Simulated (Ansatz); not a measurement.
SnO (litharge type, space group P4/nmm)

```yaml
crystal:
  lattice:
    - [3.77006, 0.00000, 0.00000]
    - [0.00000, 3.77006, 0.00000]
    - [0.00000, 0.00000, 4.55986]
  atoms:
    - { symbol: Sn, position: [0.50000, 0.00000, 0.25348] }
    - { symbol: Sn, position: [0.00000, 0.50000, 0.74652] }
    - { symbol: O, position: [0.00000, 0.00000, 0.00000] }
    - { symbol: O, position: [0.50000, 0.50000, 0.00000] }
```

Scan: atom 3 (O, nearest neighbour Sn at 2.211 Å; its periodic images, 3.8 Å or more away, move with it) is displaced along Cartesian [110], direction (0.707, 0.707, 0.000) in Cartesian axes, by s. The other atoms stay.

All values below come from PBEsol-D3(BJ) (plane waves to 420 eV, PAW, scalar-relativistic; Ansatz, a first-principles code). k mesh 10×10×8 (Γ-centred), Fermi-Dirac smearing 0.05 eV. Energies are smeared free energies. Compression counts positive. With partly filled bands, energies and forces of such displacements shift with the k mesh and the smearing. F∥ is the force on the atom along that direction. SnO was relaxed with its symmetry unable to fall. ΔE is measured from the undisplaced structure.

```csv
s (Å),ΔE (eV/cell),F∥ (eV/Å),P (GPa)
-0.440,0.922,4.521,6.8
-0.352,0.573,3.437,4.4
-0.264,0.314,2.462,2.5
-0.176,0.137,1.582,1.1
-0.088,0.034,0.772,0.3
0.000,0.000,0.000,0.0
0.088,0.034,-0.772,0.3
0.176,0.137,-1.582,1.1
0.264,0.314,-2.462,2.5
0.352,0.573,-3.437,4.4
0.440,0.922,-4.521,6.8
```

Summary:

```
Quantity                                                                                                                                             Result
--------------------------------------------------------  -------------------------------------------------------------------------------------------------
Energy at s = 0.440 Å                                                                                                                          922 meV/cell
Force along the line at s = -0.440 Å                                                                                                              4.52 eV/Å
Symmetry of the curve                                                                                                         even: the same for both signs
Shape of the curve                                                                           a single well with its minimum at or next to zero displacement
Force constant k = d²E/ds² at s = 0 (finite differences)                                                                                         8.70 eV/Å²
Harmonic estimate at the end of the scan                  ½ks² = 843 meV/cell against the computed 922 meV/cell, so the well is stiffer than harmonic there
```

(A displaced cell: forces are minus the slopes of the energy, force constants its curvatures, and phonons follow from these.)
